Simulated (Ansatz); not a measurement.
CuI in space group P3_121 (No. 152; Cu on 3a, I on 3b), plane-wave PAW PBE (Ansatz code), all energies at zero smearing, with the estimated change up to a 700 eV cutoff added, with one set of potentials and settings (totals compare only within such a set). Cell of 6 atoms (3 Cu, 3 I): -42414.620 eV.

```csv
element,reference phase,E (eV/atom)
Cu,"Fm-3m, 1 atoms in the cell",-6625.1847
I,"Cmce, 4 atoms in the cell",-7513.0155
```

Formation energy per atom, worked out: (-42414.620 − 3×(-6625.1847) − 3×(-7513.0155))/6 = -0.003 eV/atom (0 kJ per mol of atoms), at 0 K, without zero-point energy or fitted corrections.

The start of the workflow was typed in or built on a structure type; neither database checked (COD, Materials Project) lists it. It is not the phase usual at ambient conditions (space group No. 216). The PBE relaxation kept the symmetry of its start; its stability against distortions is not shown here. The workflow began spin-polarised and lost its moments. The volume moved by 63 % from the start of the relaxation. The references are the lowest solids computed at this level, not always the standard phases. Spin–orbit coupling is left out wherever it is not named.

Potentials: the earlier of the program's two PAW sets.
